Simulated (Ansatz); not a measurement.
One crystal and one scan (scan of one atom of the cell) at two levels, PBE (plane waves to 420 eV, PAW, scalar-relativistic; Ansatz, an electronic-structure program) and r2SCAN (plane waves to 500 eV, PAW, scalar-relativistic; Ansatz), each from its own relaxed cell and on its own mesh.

The crystal is BP (zinc blende); one P atom of a 2-atom cell moves by s along Cartesian x, with its periodic images.

E stands for the smeared free energy. BP was relaxed with its symmetry unable to fall. As the smearing reaches across the gap at some points, energies and forces of such displacements shift with the k mesh and the smearing. Both scans cover s from -0.390 to 0.390 Å.

```csv
quantity,run 1,run 2
Lattice constant a (Å),4.548,4.537
"Band gap of the relaxed cell, no spin-orbit coupling (eV)",1.25,1.41
Energy at s = 0.390 Å (meV/cell),1277,1342
Force along the line at s = -0.390 Å (eV/Å),5.846,6.137
Force constant k = d²E/ds² at s = 0 (finite differences) (eV/Å²),18.88,19.78
Zone-centre optical wavenumber from k (cm⁻¹),800,819
```

Problem. Which run is which level?

Solution. Run 1 is PBE, run 2 is r2SCAN. PBE gives the higher value for: lattice constant a. PBE gives the lower value for: band gap of the relaxed cell, no spin-orbit coupling; energy at s = 0.390 Å; force along the line at s = -0.390 Å; force constant k = d²E/ds² at s = 0; zone-centre optical wavenumber from k. Both give the same symmetry of the curve: even: the same for both signs.

(For displaced atoms, the force is minus the slope of the energy, and its curvature is a force constant, which sets phonon frequencies.)
